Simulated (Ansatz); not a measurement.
According to DFT-r²SCAN in the program Ansatz with PAW potentials, Rh in the diamond structure (Fd-3m) relaxes to a = 5.460 Å. Rh has 4 nearest neighbours from 2.36 Å (tetrahedral).

Electronic character: metallic (no gap). Gap from r²SCAN with spin–orbit coupling: none (metallic). The magnetic state found is non-magnetic (starting moments vanished).

An equation-of-state fit gives a bulk modulus of 145 GPa. The relaxed-ion elastic constants in GPa are C11 = 132, C12 = 151, C44 = 5.6.

The start of the workflow was typed in or built on a structure type; neither database checked (COD, Materials Project) lists it. It is not the phase usual at ambient conditions (space group No. 225). The cell was relaxed with r²SCAN under the symmetry of its start. At this level the phase is mechanically unstable. The workflow began spin-polarised and lost its moments. As this level gives no gap, shear constants depend on the k-mesh and smearing (Fermi–Dirac, 0.1 eV here). Scalar-relativistic: spin–orbit coupling is off unless named, which matters more the heavier the elements.

Potentials: the later of the program's two PAW sets.
